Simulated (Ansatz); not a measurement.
YTaN$_{3}$ (cubic perovskite, Pm-3m) under volume change, r²SCAN (plane waves, PAW; program Ansatz), scaled uniformly.

| V (Å³/atom) | E − E(relaxed) (meV/atom) | P (GPa) |
|---|---|---|
| 11.915 | 84.8 | 24.82 |
| 12.308 | 35.9 | 15.31 |
| 12.701 | 8.6 | 7.17 |
| 13.093 | 0.0 | 0.00 |
| 13.486 | 7.8 | -6.21 |
| 13.879 | [?] | [?] |
| 14.272 | [?] | [?] |

### Question
Fill in the missing entries.

### Answer

- 14.272, E − E(relaxed) (meV/atom): 64.0
- 14.272, P (GPa): -16.22
- 13.879, E − E(relaxed) (meV/atom): 29.8
- 13.879, P (GPa): -11.58

### Question
What does a third-order Birch–Murnaghan fit give for V₀, B₀ and B′?

### Answer
V₀ = 13.09 Å³/atom, B₀ = 221 GPa, B′ = 3.7.

The start of the workflow was typed in or built on a structure type; neither database checked (COD, Materials Project) lists it. Its standing as an ambient phase is unchecked. The r²SCAN relaxation kept the symmetry of its start; whether a distortion lowers the energy is not shown. No spin polarisation was allowed. Scalar-relativistic: spin–orbit coupling is off unless named, which matters more the heavier the elements.

Potentials: the earlier of the program's two PAW sets.
